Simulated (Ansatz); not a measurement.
Cu$_{3}$Ge:
```xyz
8
Lattice="4.1725 0.0000 0.0000 0.0000 5.2464 0.0000 0.0000 0.0000 4.5205" Properties=species:S:1:pos:R:3 pbc="T T T"
Cu     0.0000     2.6232     0.7442
Cu     2.0863     0.0000     3.7763
Cu     2.0863     1.3040     1.5211
Cu     2.0863     3.9424     1.5211
Cu     0.0000     1.3192     2.9994
Cu     0.0000     3.9272     2.9994
Ge     2.0863     2.6232     3.7285
Ge     0.0000     0.0000     0.7920
```

Relaxed with r²SCAN.

Problem. Map the electron localisation function on the plane through (0.000, 0.500, 0.165) spanned by u = [0, 1, 0] and v = [0, 0, 1] in lattice vectors, from r²SCAN (plane waves, PAW; program Ansatz).

Solution. x is the fraction of u, y of v (the angle between them is 90°; rows are the nearest grid lines); atoms in the plane: Cu at (0.00, 0.00), Cu at (0.75, 0.50), Cu at (0.25, 0.50), Ge at (0.50, 0.01).
```
|995221344320030023443122599|
|984221344421000124443122489|
|543222344432101234443222345|
|322212344443323344443212223|
|222122234444444444432221222|
|111222223444444444322222111|
|222222122234555432221222222|
|332211221123444321122112233|
|322122222112333211222221223|
|321123333211232112333321123|
|221235775221222122577532122|
|221237997321222123799732122|
|222237997321222123799732222|
|221235775321222123577532122|
|221223433222222222334322122|
|222122222222333222222221222|
|222211111223444322111112222|
|222222222344444443222222222|
|222222334444444444433222222|
|222122345443333344543221222|
|322212355433212334553212223|
|543212354431000134453212345|
|984221344420000024443122489|
|995221344320030023443122599|
```
Scale: ten equal steps from -0.026 (start of '0') to 0.931 (end of '9'), in the order '0123456789'; x runs from 0.000 to 1.00, y from 0.000 (bottom) to 1.00 (top).

The density is the valence pseudo-density with augmentation charge, so density and ELF within about 1 Å of a nucleus are not all-electron values.

Space group Pmmn. The workflow started from a Materials Project entry (that database holds measured and hypothetical structures alike); the Crystallography Open Database copy checked does not list it. Whether it is the stable phase at ambient conditions was not checked. Symmetry was held in the r²SCAN relaxation; of distortions, only those at the zone centre were tested. The run is not spin-polarised.

Potentials: the later of the program's two PAW sets.
